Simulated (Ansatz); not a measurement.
The elements of this relaxed trial crystal are hidden behind letters.

```
lattice vectors (Å)
   2.9208   -6.8013    0.0000
   2.9208    6.8013    0.0000
   0.0000    0.0000    4.0568
fractional positions
X 0.0000 0.0000 0.0000
X 0.5000 0.0000 0.0000
X 0.0000 0.5000 0.0000
Z 0.0000 0.0000 0.5000
Z 0.3522 0.1463 0.0000
Z 0.6478 0.8537 0.0000
Z 0.1463 0.3522 0.0000
Z 0.8537 0.6478 0.0000
Z 0.5000 0.0000 0.5000
Z 0.0000 0.5000 0.5000
```

Method: Ansatz, DFT PBE, scalar-relativistic, plane waves, PAW. Settings of the last relaxation (10-atom cell): 420 eV, 8×8×10 k points, Gaussian smearing of 0.10 eV, no spin polarisation.

```
Space group                                : Cmmm (No. 65)
Conventional cell                          : a = 5.842 Å, b = 13.603 Å, c = 4.057 Å
Volume per atom                            : 16.12 Å³
Density                                    : 4.66 g/cm³
Energy over the elements                   : −1.17 eV/atom
Gap on the 8×8×10 mesh of the 10-atom cell : 0 eV (a metal)
```

Energies are uncorrected and count from the elements' standard states at the same level.

Question: X is a d-block element of period 5 and Z is a p-block element of period 2. Which elements are they?

Answer: X = Pd, Z = F, so the formula is Pd3F7. Density times volume gives a mean mass of 4.66 × 16.12/1.6605 = 45.2 u per atom, and this set has 45.2 u. Among the elements that the hints allow, noble gases aside, only these give it. Pd on a site of symmetry mmm is surrounded by 6 F at 2.02–2.03 Å; Pd on a site of symmetry 2/m has 4 F at 2.00–2.03 Å; F on a site of symmetry mmm has 2 Pd at 2.03 Å; 2 more sites not described.

An odd number of electrons in the primitive cell allows no gap without spin; a larger cell or a magnetic state could open one. The cell is a metal run without spin; a magnetic state may lie lower. Symmetry constrained the relaxation, so the result can be a saddle point.
